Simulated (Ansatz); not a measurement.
A (001) slab of Ag (R-3m (No. 166)), 6 planes, outer planes Ag (top) and Ag (bottom), with 6 atoms (Ag6) in a surface cell of A = 7.127 Å², as cut from the bulk:

```xyz
6
Lattice="2.8687 0.0000 0.0000 -1.4344 2.4844 0.0000 0.0000 0.0000 26.6956" Properties=species:S:1:pos:R:3 pbc="T T T"
Ag    0.0000    0.0000    7.5000
Ag    1.4344    0.8281    9.8380
Ag    0.0000    1.6563   12.1760
Ag    1.4344    0.8281   14.5197
Ag    0.0000    1.6563   16.8577
Ag    0.0000    0.0000   19.1956
```

Level of theory: DFT PBEsol, scalar-relativistic, plane waves, PAW in Ansatz. Settings: cutoff 420 eV, Γ-centred mesh 12×12×1 on the computed 6-atom cell, Gaussian smearing of 0.10 eV; no spin polarisation.

Against the same 6 atoms in the bulk, the slab as cut lies 0.895 eV higher and the relaxed slab 0.892 eV higher.

**Question.** Work out the surface energy before and after relaxation.

**Answer.** The slab has two faces, so γ = (E_slab − N·E_bulk)/(2A), the mean of both. As cut: 0.895/(2 × 7.127) = 0.0628 eV/Å², and 1 eV/Å² = 16.02 J/m², so γ = 1.01 J/m². Relaxed: 0.892/(2 × 7.127) = 0.0626 eV/Å² = 1.00 J/m². Relaxation recovers 0.3 % of the cost of cutting.

**Question.** What is the ideal work of this cut, per area?

**Answer.** Griffith's ideal work is 2γ: 2.01 J/m², whether the new faces relax or not. One thickness was run, 6 planes, so γ can still shift with it.

The reference crystal is a form of Ag, which isn't its usual structure.